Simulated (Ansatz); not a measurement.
Problem. VO$_{2}$ (rutile, P4_2/mnm) is relaxed with PBE in the plane-wave PAW code Ansatz. What lattice parameters of the conventional cell result?

Solution. a = 4.584 Å, c = 2.839 Å.

These are the values of the symmetrised cell.

Problem. Give the free coordinates with the occupied sites.

Solution. In one choice of origin and axes:

| atom | site | symmetry | x | y | z |
|---|---|---|---|---|---|
| V | 2a | m.mm | 0.0000 | 0.0000 | 0.0000 |
| O | 4f | m.2m | 0.3000 | 0.3000 | 0.0000 |

Problem. Is it a metal or does it have a gap at this level?

Solution. No gap at this level.

This is a known high-temperature phase of the composition, computed here at zero pressure and temperature. The cell was relaxed with PBE under the symmetry of its start; whether a distortion lowers the energy is not shown. Spin order of the final state: ferromagnetic, chosen from 5 collinear starts compared on coarse meshes (ties went to the first, and starts can fall back to one state), not a proven ground state. No Hubbard U is applied. The compound may be a true metal, but semilocal functionals without U, or a wrong spin order, can also close a gap.

Potentials: the earlier of the program's two PAW sets.
